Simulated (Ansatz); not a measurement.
A geometry of CdIn2O4 away from equilibrium: step 2 of the relaxation of a relaxed CdIn2O4 cell shaken by Gaussian noise of σ = 0.08 Å a coordinate. These are r2SCAN (plane waves to 500 eV, PAW, scalar-relativistic; Ansatz, a quantum-chemistry and plane-wave program) values and carry that method's errors. Γ-centred k-mesh 5×5×5 on the run's cell (coarser than for final values), Fermi–Dirac smearing 0.05 eV.

```
CdIn2O4
1.0
    3.05744     1.72209     3.14520
   -3.01260     1.72422     3.09990
    0.02427    -3.53041     3.17030
Cd In O
1 2 4
Direct
  0.98929   0.00523   0.99607
  0.29981   0.27346   0.29990
  0.71602   0.69574   0.70915
  0.50032   0.50786   0.48197
  0.49820   0.98411   0.99125
  0.00434   0.49247   0.99791
  0.99031   0.99335   0.50078
```

Q: Give the Cartesian forces on all atoms (eV/Å).

A: 
| atom | Fx | Fy | Fz |
|---|---|---|---|
| Cd1 | 0.27 | -0.12 | 0.18 |
| In2 | -0.06 | 0.19 | -0.36 |
| In3 | 0.25 | -0.39 | -1.36 |
| O4 | -0.06 | -0.01 | 0.60 |
| O5 | -0.65 | -0.17 | 0.35 |
| O6 | 0.30 | -0.12 | 0.27 |
| O7 | -0.05 | 0.63 | 0.31 |

Q: What is the pressure?

A: +1.1 GPa, compression positive.

Q: How much energy per atom can still be gained by relaxing?

A: 0.51 eV/atom; the path ends in Imm2 (No. 44).

No spin polarisation in the result.

The end of the path is a generated cell of CdIn2O4: the first start was made by a random draw of sites in a space group, and the end was not matched to a known phase here, so it may be hypothetical.
